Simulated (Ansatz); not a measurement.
SnTe3, before and after

A trial structure of SnTe3 was built thus: random cell by space group and Wyckoff sites (Immm, No. 71). The dimensions are guesses.

POSCAR.start

```
Sn Te
1.0
    -2.63142    3.70017    3.71189
     2.63142   -3.70017    3.71189
     2.63142    3.70017   -3.71189
Sn Te
1 3
Cartesian
  0.0000 0.0000 3.7119
  0.0000 0.0000 0.0000
  0.0000 5.0245 0.0000
  0.0000 2.3759 0.0000
```

These are results of DFT PBE, scalar-relativistic, plane waves, PAW in Ansatz 0.2.0, not measurements. Cutoff 420 eV, Gaussian smearing, Γ-centred meshes. Cell and atoms relax first on a coarse mesh and then on a finer one. In between, the cell is made exact in the group found at 0.06 Å. In metals the finer mesh still leaves noise of several meV/atom or more. The steps can't lower the symmetry of their start. No spin polarisation.

POSCAR.end

```
Sn Te
1.0
    -2.18425    3.08975    5.03715
     2.18425   -3.08975    5.03715
     2.18425    3.08975   -5.03715
Sn Te
1 3
Cartesian
  0.0000 3.0897 0.0000
  0.0000 0.0000 0.0000
  0.0000 0.0000 2.9369
  0.0000 0.0000 7.1374
```

The symmetry stays Immm (No. 71). The volume per atom shrinks by 5.9 %, from 36.1 to 34.0 Å³. The shortest distance goes from 2.38 Å (Te–Te) to 2.94 Å (Te–Te). The energy falls by about 1.1 eV/atom (the start's value is from the coarse mesh). The end is written in a standard setting, so origin, axes and order of atoms can differ from the start's.

```yaml
Volume_per_atom: 33.99 Å³
Density: 6.12 g/cm³
Energy_over_the_elements: +0.06 eV/atom
Gap_on_the_14×14×14_mesh_of_the_4-atom_cell: 0 eV (a metal)
```

The zero of energy is the elements' standard structures at the same level; no fitted shifts are applied. The references include grey tin. A positive value: parting into the elements would lower its energy.

The last run used Gaussian smearing of 0.10 eV. Spin–orbit coupling, which can matter for Te, is left out. The reference form of Te is held partly by dispersion forces, which this level lacks. A structure relaxed within its symmetry needn't be a true minimum. In all, the 4 runs took 8.6 min on 1 thread of Intel(R) Xeon(R) 6975P-C (Granite Rapids) (shared host).
